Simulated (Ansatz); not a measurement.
## Formation energy of AuCu3-type YbNi3

Computed with Ansatz (plane waves, PAW, 420 eV cutoff): PBEsol, scalar-relativistic, collinear spin, 8×8×8 k-mesh, Gaussian smearing of 0.05 eV; PAW files: Ansatz's generated set soft_2.

The start was a prototype's sites filled with these elements, not a measured cell.

Symmetry: Pm-3m, No. 221, cubic system. Conventional cell: a = 3.762 Å, b = 3.762 Å, c = 3.762 Å, α = 90.00°, β = 90.00°, γ = 90.00°. Yb (site symmetry m-3m) has 12 Ni at 2.66 Å as nearest neighbours. Around Ni (site symmetry 4/mmm) lie 4 Yb at 2.66 Å and 8 Ni at 2.66 Å. (Shells end 15 % past the nearest neighbour.)

The elements were computed in their standard states with the same datasets, cutoff and functional. The compound's run is ferromagnetic, with site spin moments Yb 0.47; Ni 0.30 μB. Total energies depend on the potentials used, so only differences within one code and one set of settings carry meaning.

Energy of the relaxed cell (4 atoms, smearing extrapolated to zero): -31091.558 eV. Elements, in eV/atom: Yb -13676.506, Ni -5804.974.

**Question.** What is the formation energy?

**Answer.** [-31091.558 − (1 × -13676.506 + 3 × -5804.974)] / 4 = -0.03 eV/atom, or -3 kJ per mole of atoms.

The value is for 0 K, without zero-point energy. A negative value shows stability against the elements alone, not against other compounds or structures.

Without a U the 4f levels of Yb lie too near the Fermi level, so their share of the states there, and what hangs on it, is overstated. Scalar-relativistic only: spin–orbit splittings of the heavy atoms' levels are missing. Site moments are of spin, integrated over atomic spheres. Only parallel moments were tried, so the real magnetic order may be another.
